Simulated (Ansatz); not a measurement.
BaTiO$_{3}$:
```yaml
crystal:
  lattice:
    - [0.00000, 2.79411, -2.79914]
    - [0.00000, 2.79411, 2.79914]
    - [3.92410, 0.00000, 0.00000]
  atoms:
    - { symbol: Ba, position: [0.99831, 0.00169, 0.00000] }
    - { symbol: Ti, position: [0.48830, 0.51170, 0.50000] }
    - { symbol: O, position: [0.50894, 0.98550, 0.50000] }
    - { symbol: O, position: [0.01450, 0.49106, 0.50000] }
    - { symbol: O, position: [0.51006, 0.48994, 0.00000] }
```

Cartesian axes are those of the cell as given.

Question: Give the high-frequency dielectric tensor and the Born effective charge tensors of the independent atoms from DFPT, DFT-LDA in the program Ansatz with PAW potentials.

Answer: 
ε∞:
```
6.51  0.00  0.00
0.00  6.31  0.00
0.00  0.00  6.04
```
Z* of atom 1 (Ba), rows: field, columns: displacement, in e:
```
2.77  0.00  0.00
0.00  2.82  0.00
0.00  0.00  2.79
```
Z* of atom 2 (Ti), rows: field, columns: displacement, in e:
```
7.09  0.00  0.00
0.00  6.78  0.00
0.00  0.00  6.25
```
Z* of atom 3 (O), rows: field, columns: displacement, in e:
```
-2.12   0.00   0.00
 0.00  -3.77  -1.64
 0.00  -1.52  -3.48
```
Z* of atom 5 (O), rows: field, columns: displacement, in e:
```
-5.63   0.00   0.00
 0.00  -2.07   0.00
 0.00   0.00  -2.08
```

Space group Amm2. This is a known low-temperature phase of the composition, computed here at zero pressure and temperature. The cell was relaxed with LDA under the symmetry of its start. At this level the phase is dynamically unstable (imaginary phonons). The run is not spin-polarised. Spin–orbit coupling is left out wherever it is not named.

Potentials: the earlier of the program's two PAW sets. The files were generated under PBE; for other functionals the program regenerates the frozen cores, and for LDA and PBEsol the local potential too.
